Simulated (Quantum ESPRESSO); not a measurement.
# GaMg3Se3O: input and log of a self-consistent run

Simulated, not a measurement. The program is pw.x of Quantum ESPRESSO 7.5 (plane-wave density functional theory). The cell is made up: 8 atoms on a zincblende/diamond lattice, with randomly drawn elements, strain and displacements, not relaxed. PseudoDojo standard norm-conserving files (v0.5 for PBE, v0.4.1 for LDA and PBEsol) set the functional; there is no spin polarisation, spin-orbit coupling or dispersion term, and the masses in the input are unused placeholders. A spin-polarised start on this cell or one of its family kept no moment.

Input:

```
&control calculation='scf', pseudo_dir='./dojo.nc.sr.pbe.v0_5.standard.upf', outdir='./o', disk_io='low', tprnfor=.true., tstress=.true. /
&system ibrav=0, nat=8, ntyp=4, nbnd=59, ecutwfc=85.99341389, nosym=.true., tot_charge=0,
 occupations='smearing', smearing='fd', degauss=0.0073498644
/
&electrons conv_thr=7.350e-09, electron_maxstep=60, /
ATOMIC_SPECIES
Ga 1.0 Ga.upf
Mg 1.0 Mg.upf
O 1.0 O.upf
Se 1.0 Se.upf
CELL_PARAMETERS angstrom
5.9462 -0.0803 0.0745
-0.0803 5.8113 0.0486
0.0745 0.0486 5.8216
ATOMIC_POSITIONS angstrom
Ga 0.05 -0.0163 -0.0948
Mg -0.0533 2.9713 3.0522
Mg 3.196 0.0419 2.8889
Mg 2.9859 2.8711 0.0336
Se 1.6763 1.3989 1.5083
Se 1.2836 4.4335 4.4434
O 4.4843 1.3982 4.4378
Se 4.426 4.2969 1.5476
K_POINTS automatic
6 6 6 1 1 1
```

The log is shortened where brackets say so; the opening notice, blank lines, dates and the lines on written files are dropped, and the path of the files is cut. It prints rydbergs, bohrs and kilobars, and counts compression as positive stress.

```
     Program PWSCF v.7.5
     Parallel version (MPI & OpenMP), running on       4 processor cores
     Number of MPI processes:                 4
     Threads/MPI process:                     1
     [start-up lines left out]
     bravais-lattice index     =            0
     lattice parameter (alat)  =      11.2386  a.u.
     unit-cell volume          =    1356.9676 (a.u.)^3
     number of atoms/cell      =            8
     number of atomic types    =            4
     number of electrons       =        97.00
     number of Kohn-Sham states=           59
     kinetic-energy cutoff     =      85.9934  Ry
     charge density cutoff     =     343.9737  Ry
     scf convergence threshold =      7.3E-09
     mixing beta               =       0.7000
     number of iterations used =            8  plain     mixing
     Exchange-correlation= PBE
                           (   1   4   3   4   0   0   0)
     [axes and pseudopotential details left out]
   Cartesian axes
     site n.     atom                  positions (alat units)
         1        Ga     tau(   1) = (   0.0084073  -0.0027408  -0.0159403  )
         2        Mg     tau(   2) = (  -0.0089622   0.4996125   0.5132155  )
         3        Mg     tau(   3) = (   0.5373950   0.0070453   0.4857573  )
         4        Mg     tau(   4) = (   0.5020675   0.4827643   0.0056497  )
         5        Se     tau(   5) = (   0.2818633   0.2352196   0.2536148  )
         6        Se     tau(   6) = (   0.2158323   0.7454758   0.7471404  )
         7        O      tau(   7) = (   0.7540176   0.2351019   0.7461988  )
         8        Se     tau(   8) = (   0.7442147   0.7225070   0.2602229  )
     number of k points=   108  Fermi-Dirac smearing, width (Ry)=  0.0073
     Number of k-points >= 100: set verbosity='high' to print them.
     Dense  grid:   146171 G-vectors     FFT dimensions: (  72,  72,  72)
     Estimated max dynamical RAM per process >     663.29 MB
     Estimated total dynamical RAM >       2.49 GB
     Initial potential from superposition of free atoms
     starting charge      96.9947, renormalised to      97.0000
     Starting wfcs are   55 randomized atomic wfcs +    4 random wfcs
     total cpu time spent up to now is       20.6 secs
     per-process dynamical memory:   568.6 Mb
     Self-consistent Calculation
     iteration #  1     ecut=    85.99 Ry     beta= 0.70
     Davidson diagonalization with overlap
     ethr =  1.00E-02,  avg # of iterations =  6.4
     total cpu time spent up to now is       87.4 secs
     total energy              =   -1269.63993389 Ry
     estimated scf accuracy    <       1.11409105 Ry
     iteration #  2     ecut=    85.99 Ry     beta= 0.70
     Davidson diagonalization with overlap
     ethr =  1.15E-03,  avg # of iterations =  6.2
     total cpu time spent up to now is      152.3 secs
     total energy              =   -1268.61173724 Ry
     estimated scf accuracy    <       9.75273772 Ry
     iteration #  3     ecut=    85.99 Ry     beta= 0.70
     Davidson diagonalization with overlap
     ethr =  1.15E-03,  avg # of iterations =  4.0
     total cpu time spent up to now is      216.9 secs
     total energy              =   -1270.20324929 Ry
     estimated scf accuracy    <       0.33029064 Ry
     iteration #  4     ecut=    85.99 Ry     beta= 0.70
     Davidson diagonalization with overlap
     ethr =  3.41E-04,  avg # of iterations =  2.0
     total cpu time spent up to now is      271.5 secs
     total energy              =   -1270.20311013 Ry
     estimated scf accuracy    <       0.08489316 Ry
     iteration #  5     ecut=    85.99 Ry     beta= 0.70
     Davidson diagonalization with overlap
     ethr =  8.75E-05,  avg # of iterations =  2.4
     total cpu time spent up to now is      326.1 secs
     total energy              =   -1270.20464699 Ry
     estimated scf accuracy    <       0.01121245 Ry
     [iterations 6 to 7 left out]
     iteration #  8     ecut=    85.99 Ry     beta= 0.70
     Davidson diagonalization with overlap
     ethr =  5.50E-08,  avg # of iterations =  2.7
     total cpu time spent up to now is      514.2 secs
     total energy              =   -1270.20685964 Ry
     estimated scf accuracy    <       0.00000280 Ry
     iteration #  9     ecut=    85.99 Ry     beta= 0.70
     Davidson diagonalization with overlap
     ethr =  2.89E-09,  avg # of iterations =  3.5
     total cpu time spent up to now is      573.5 secs
     total energy              =   -1270.20686030 Ry
     estimated scf accuracy    <       0.00000034 Ry
     iteration # 10     ecut=    85.99 Ry     beta= 0.70
     Davidson diagonalization with overlap
     ethr =  3.55E-10,  avg # of iterations =  3.0
     total cpu time spent up to now is      635.0 secs
     total energy              =   -1270.20686041 Ry
     estimated scf accuracy    <       0.00000008 Ry
     iteration # 11     ecut=    85.99 Ry     beta= 0.70
     Davidson diagonalization with overlap
     ethr =  8.66E-11,  avg # of iterations =  3.1
     total cpu time spent up to now is      692.8 secs
     total energy              =   -1270.20686043 Ry
     estimated scf accuracy    <          7.5E-09 Ry
     iteration # 12     ecut=    85.99 Ry     beta= 0.70
     Davidson diagonalization with overlap
     ethr =  7.72E-12,  avg # of iterations =  2.6
     total cpu time spent up to now is      749.8 secs
     End of self-consistent calculation
     Number of k-points >= 100: set verbosity='high' to print the bands.
     the Fermi energy is     6.4135 ev
!    total energy              =   -1270.20686043 Ry
     estimated scf accuracy    <          3.0E-10 Ry
     smearing contrib. (-TS)   =      -0.00461832 Ry
     internal energy E=F+TS    =   -1270.20224211 Ry
     The total energy is F=E-TS. E is the sum of the following terms:
     one-electron contribution =    -886.49958873 Ry
     hartree contribution      =     453.25572750 Ry
     xc contribution           =    -242.99431490 Ry
     ewald contribution        =    -593.96406599 Ry
     convergence has been achieved in  12 iterations
     Forces acting on atoms (cartesian axes, Ry/au):
     atom    1 type  1   force =    -0.06406300    0.08880292    0.01357351
     atom    2 type  2   force =    -0.04445308   -0.07920312    0.00831457
     atom    3 type  2   force =     0.02458894    0.03949549    0.07308229
     atom    4 type  2   force =     0.03078860   -0.03272180   -0.05491957
     atom    5 type  4   force =    -0.04639764    0.00863662    0.00588993
     atom    6 type  4   force =     0.08401840   -0.02684144   -0.02066507
     atom    7 type  3   force =     0.00027941    0.01483296   -0.02159952
     atom    8 type  4   force =     0.01523837   -0.01300162   -0.00367614
     Total force =     0.211194     Total SCF correction =     0.000110
     Computing stress (Cartesian axis) and pressure
          total   stress  (Ry/bohr**3)                   (kbar)     P=       -9.93
  -0.00010157  -0.00002533  -0.00003677          -14.94       -3.73       -5.41
  -0.00002533  -0.00004749   0.00003831           -3.73       -6.99        5.64
  -0.00003677   0.00003831  -0.00005339           -5.41        5.64       -7.85
     init_run     :     12.10s CPU     12.71s WALL (       1 calls)
     electrons    :    719.38s CPU    729.26s WALL (       1 calls)
     forces       :      5.89s CPU      5.93s WALL (       1 calls)
     stress       :     21.05s CPU     21.06s WALL (       1 calls)
     [timing details left out]
     PWSCF        :  12m46.65s CPU  12m57.30s WALL
     JOB DONE.
```

In other units: free energy -17282.045 eV for the cell, pressure -0.99 GPa, largest force component 2.283 eV/Å. A rerun of a related cell, with the same atoms placed differently, at 1467 eV and a 8 x 8 x 8 mesh moved values by no more than 0.008 eV in energy, 0.03 GPa in stress and 0.009 eV/Å in force.